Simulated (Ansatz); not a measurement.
## Computed properties of SiC4

SiC₄:
```cif
data_C8Si2
_chemical_formula_sum 'Si2 C8'
_space_group_name_H-M_alt 'Pn-3m :1'
_space_group_IT_number 224
_space_group_name_Hall 'P 4n 2 3 -1n'
_cell_length_a 5.59772
_cell_length_b 5.59772
_cell_length_c 5.59772
_cell_angle_alpha 90.000
_cell_angle_beta 90.000
_cell_angle_gamma 90.000
loop_
_atom_site_label
_atom_site_type_symbol
_atom_site_symmetry_multiplicity
_atom_site_Wyckoff_symbol
_atom_site_fract_x
_atom_site_fract_y
_atom_site_fract_z
_atom_site_occupancy
Si1 Si 2 a 0.00000 0.00000 0.00000 1
C1 C 8 e 0.18730 0.18730 0.18730 1
```

Space group Pn-3m (No. 224); conventional cell a = 5.598 Å, b = 5.598 Å, c = 5.598 Å, α = 90.00°, β = 90.00°, γ = 90.00°.

Method: r²SCAN in the plane-wave PAW code Ansatz. The cell and atoms are relaxed at this level. Other levels are named where they apply.

Cell and energy:

| Property | Value |
|---|---|
| Volume per atom | 17.54 Å³ |
| Density | 1.44 g/cm³ |
| Formation energy from the elements (no fitted shifts) | 0.81 eV/atom |

Electronic structure:

| Property | Value |
|---|---|
| Band gap | 3.84 eV (indirect) |
| Valence-band maximum | at R |
| Conduction-band minimum | on the Γ–R line, 19 % of the way from Γ (8 equivalent valleys) |
| Smallest direct gap on the standard path | 4.09 eV |
| Electron effective mass | 1.3, 1.3, 4.8 mₑ (principal values) |
| HSE06 gap on the r²SCAN cell | 4.69 eV |

Mechanics:

| Quantity | Result |
|---|---|
| Bulk modulus (Birch–Murnaghan fit) | 108 GPa |
| Pressure derivative B′ | 4.0 |
| Elastic constants (relaxed ions, GPa) | C11 = 114, C12 = 105, C44 = 17.9 |
| Mechanical stability | stable (all eigenvalues of C positive) |
| Hill bulk and shear moduli | 108 and 10.5 GPa |
| Young's modulus | 30.4 GPa |
| Poisson's ratio | 0.45 |
| Debye temperature from the elastic constants | 352 K |

Charges:

| Item | Result |
|---|---|
| Bader charges | Si +3.09, C -0.77 e |

The start of the workflow was typed in or built on a structure type; neither database checked (COD, Materials Project) lists it. Its standing as an ambient phase is unchecked. Symmetry was held in the r²SCAN relaxation; its stability against distortions is not shown here. Its formation energy is positive at this level, so the cell may be metastable or incomplete. The references are the lowest solids computed at this level, not always the standard phases.

Potentials: the earlier of the program's two PAW sets.
